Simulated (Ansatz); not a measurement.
## Computed properties of TaP

TaP:
```
TaP
1.0
   -1.64565     1.64565     5.60334
    1.64565    -1.64565     5.60334
    1.64565     1.64565    -5.60334
Ta P
2 2
Direct
  0.99933   0.49933   0.50000
  0.24933   0.24933   0.00000
  0.41667   0.91667   0.50000
  0.66667   0.66667   0.00000
```

Space group I4_1md (No. 109); conventional cell a = 3.291 Å, b = 3.291 Å, c = 11.207 Å, α = 90.00°, β = 90.00°, γ = 90.00°.

Method: LDA in the plane-wave PAW code Ansatz. The cell and atoms are relaxed at this level. Other levels are named where they apply.

**Cell and energy**

```yaml
volume_per_atom: 15.17 Å³
density: 11.60 g/cm³
Formation energy from the elements (no fitted shifts): -1.05 eV/atom
```

**Electronic structure**

```yaml
electronic_character: no gap, with almost no states at the Fermi level (zero-gap or semimetallic)
Density of states at the Fermi level: 0.02 states/eV per atom (mean over ±0.08 eV)
```

**Mechanics**

```yaml
Bulk modulus (Birch–Murnaghan fit): 225 GPa
Pressure derivative B′: 4.1
```

**Phonons**

```yaml
highest_zone_centre_frequency: 415 cm⁻¹
zone_centre_stability: no imaginary mode at Γ
```

The first step of the workflow began from a Materials Project structure, measured or hypothetical; the Crystallography Open Database copy checked does not list it. COD files the formula under space group No. 141, so this cell is another polymorph or a model. Whether it is the stable phase at ambient conditions was not checked. Symmetry was held in the LDA relaxation. The run is not spin-polarised. A small band overlap can be real or an error of a semilocal functional. As this level gives no gap, phonon frequencies hold no LO–TO term and depend on the k-mesh and smearing (Fermi–Dirac, 0.1 eV here). The references are the lowest solids computed at this level, not always the standard phases. Scalar-relativistic: spin–orbit coupling is off unless named, which matters more the heavier the elements.

Potentials: the earlier of the program's two PAW sets.
